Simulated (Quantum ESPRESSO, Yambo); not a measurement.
**Quasiparticle gap of Ba2CdB2O6**

```cif
data_B2Ba2CdO6
_chemical_formula_sum 'B2 O6 Cd1 Ba2'
_space_group_name_H-M_alt 'P 1'
_space_group_IT_number 1
_cell_length_a 5.59749
_cell_length_b 5.59749
_cell_length_c 6.76681
_cell_angle_alpha 114.234
_cell_angle_beta 114.234
_cell_angle_gamma 57.732
loop_
_space_group_symop_operation_xyz
  'x, y, z'
loop_
_atom_site_label
_atom_site_type_symbol
_atom_site_fract_x
_atom_site_fract_y
_atom_site_fract_z
_atom_site_occupancy
B1 B 0.43930 0.43930 0.23810 1
B2 B 0.56070 0.56070 0.76190 1
O1 O 0.29767 0.74431 0.27170 1
O2 O 0.70233 0.25569 0.72830 1
O3 O 0.25569 0.70233 0.72830 1
O4 O 0.74431 0.29767 0.27170 1
O5 O 0.28228 0.28228 0.17352 1
O6 O 0.71772 0.71772 0.82648 1
Cd1 Cd 0.00000 0.00000 0.00000 1
Ba1 Ba 0.78992 0.78992 0.31043 1
Ba2 Ba 0.21008 0.21008 0.68957 1
```

The geometry is that of Materials Project entry mp-1102943, symmetrised and not relaxed again.

Starting point: PBEsol (Quantum ESPRESSO, PseudoDojo norm-conserving, 102 Ry, without SOC). G0W0 in Yambo: 2×2×2 Γ-centred k mesh, bands 5 to 241 and a 7 Ry block in the screening, 241 bands in G with the Bruneval-Gonze terminator, plasmon pole fitted at 27.2 eV.

```yaml
PBEsol gap along the band path: 2.96 eV
PBEsol gap between the mesh's edge points (Γ → Γ): 2.96 eV
G0W0 gap between the same points: 4.86 eV
```

| k point | band | E PBEsol (eV) | E QP (eV) | shift (eV) | Z |
|---|---|---|---|---|---|
| Γ | VB | 0.00 | -0.92 | -0.92 | 0.79 |
| Γ | CB | 2.96 | 3.94 | 0.98 | 0.85 |
| (0, 0, -0.5) | VB | -0.04 | -0.97 | -0.93 | 0.79 |
| (0, 0, -0.5) | CB | 4.15 | 5.47 | 1.32 | 0.84 |
| (0, -0.5, 0) | VB | -0.40 | -1.42 | -1.02 | 0.79 |
| (0, -0.5, 0) | CB | 4.79 | 6.15 | 1.36 | 0.83 |
| (0, -0.5, -0.5) | VB | -0.34 | -1.34 | -1.00 | 0.79 |
| (0, -0.5, -0.5) | CB | 4.94 | 6.34 | 1.40 | 0.83 |
| (-0.5, -0.5, 0) | VB | -0.18 | -1.13 | -0.95 | 0.80 |
| (-0.5, -0.5, 0) | CB | 4.18 | 5.49 | 1.31 | 0.84 |
| (-0.5, -0.5, -0.5) | VB | -0.14 | -1.12 | -0.98 | 0.79 |
| (-0.5, -0.5, -0.5) | CB | 4.42 | 5.77 | 1.35 | 0.83 |

Energies count from the PBEsol valence-band maximum.

Nearest settings tried, and what they do to the gap: 161 bands in G: +8 meV; 161 bands in W, 161 bands in G: +97 meV; 6 Ry block (255 vectors against 345): -43 meV; 2×2×1 mesh: -47 meV. So the settings aren't converged at that level. The k mesh is coarse.

Spin-orbit splittings are left out.

The structure is a Materials Project entry; no match was found in the copy of COD used, and its stability was not checked.
